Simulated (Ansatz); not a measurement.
Ga:
```
CELL_PARAMETERS angstrom
     -1.38657     1.38657     2.22437
      1.38657    -1.38657     2.22437
      1.38657     1.38657    -2.22437
ATOMIC_POSITIONS crystal
  Ga 0.00000 0.00000 0.00000
```

Relaxed with LDA. Special points in fractions of this cell's reciprocal vectors: Γ (0.000, 0.000, 0.000); X (0.000, 0.000, 0.500); P (0.250, 0.250, 0.250); N (0.000, 0.500, 0.000); M (0.500, 0.500, -0.500); S (0.347, 0.653, -0.347); S0 (-0.347, 0.347, 0.347); R (-0.194, 0.194, 0.500); G (0.500, 0.500, -0.194).

List the band energies nearest the Fermi level at these points for LDA (plane waves, PAW; program Ansatz).

In eV from the Fermi level; about four levels below and three above (degenerate sets whole), none deeper than 8.9 eV; … stands for higher levels left out; points with the same levels are listed once.

```csv
k,below,above
Γ,–,13.20 13.21 13.21
X,-2.28 -1.26,4.09 5.10 …
P,-0.55 -0.16 -0.16,2.12 …
N,-5.04 -4.39,8.68 12.22 …
M,-4.04 -3.84,6.76 6.76 …
S,-2.92 -1.74 -1.30,8.73 …
R,-1.39 -0.55,0.22 1.34 …
```

Space group I4/mmm (body-centred tetragonal). The first step of the workflow began from a Materials Project structure, measured or hypothetical; the Crystallography Open Database copy checked does not list it. It is not the phase usual at ambient conditions (space group No. 64). The LDA relaxation kept the symmetry of its start; whether a distortion lowers the energy is not shown. Scalar-relativistic: spin–orbit coupling is off unless named, which matters more the heavier the elements.

Potentials: the earlier of the program's two PAW sets.
